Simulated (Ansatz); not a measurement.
Theory: Ansatz 0.2.0, DFT PBE, scalar-relativistic, plane waves, PAW. All cells share a 420 eV cutoff and Γ-centred k meshes spaced at most about 0.3 Å⁻¹ (about 0.25 or finer for metals, 2π included). No spin polarisation in the final relaxations.

All energies are static (0 K, no zero-point motion).

Compare these two cells of K₂Ge, each relaxed at this level.

A.

```cif
data_structure
_symmetry_space_group_name_H-M 'Pmmn:1'
_symmetry_Int_Tables_number 59
_cell_length_a 5.8301
_cell_length_b 10.1208
_cell_length_c 3.3898
_cell_angle_alpha 90.000
_cell_angle_beta 90.000
_cell_angle_gamma 90.000
_cell_volume 200.02
loop_
_atom_site_label
_atom_site_type_symbol
_atom_site_symmetry_multiplicity
_atom_site_Wyckoff_symbol
_atom_site_fract_x
_atom_site_fract_y
_atom_site_fract_z
_atom_site_occupancy
K1 K 4 e 0.00000 0.66646 0.00681 1
Ge1 Ge 2 a 0.50000 0.50000 0.50246 1
```

B.

```cif
data_structure
_symmetry_space_group_name_H-M 'Fd-3m:1'
_symmetry_Int_Tables_number 227
_cell_length_a 9.6984
_cell_length_b 9.6984
_cell_length_c 9.6984
_cell_angle_alpha 90.000
_cell_angle_beta 90.000
_cell_angle_gamma 90.000
_cell_volume 912.21
loop_
_atom_site_label
_atom_site_type_symbol
_atom_site_symmetry_multiplicity
_atom_site_Wyckoff_symbol
_atom_site_fract_x
_atom_site_fract_y
_atom_site_fract_z
_atom_site_occupancy
K1 K 16 d 0.12500 0.62500 0.12500 1
Ge1 Ge 8 a 0.50000 0.00000 0.50000 1
```

Question: Which form is favoured at zero pressure, and by what margin per atom?

Answer: A is lower, by 0.34 eV/atom. A has space group Pmmn (No. 59), 33.3 Å³/atom and no gap on its mesh; B has the cubic Laves (C15) type, space group Fd-3m (No. 227), 38.0 Å³/atom and no gap. Counting Ge atoms around K (those within 1.25 times the shortest such distance or 1.15 times the sum of covalent radii; the shortest distance is added where it is long for a bond), A has K 6 and B has K 6 from 4.0 Å. The denser one is the lower, and pressure would at first widen the difference. Even the lower one lies +0.19 eV/atom against the reference forms of the elements (uncorrected), so neither is stable at this level. In A, K has 5 K at 3.37–3.39 Å and 6 Ge at 3.76–3.79 Å; around Ge lie 2 Ge at 3.39 Å and 12 K at 3.76–3.79 Å. In B, K has 6 K at 3.43 Å and 6 Ge at 4.02 Å; Ge has 12 K at 4.02 Å and 4 Ge at 4.20 Å. Both come from invented guesses. A third cell relaxed alike, in I4/mcm, lies 114 meV/atom below the lower of the two.

Cells relaxed within their symmetry can be saddle points.
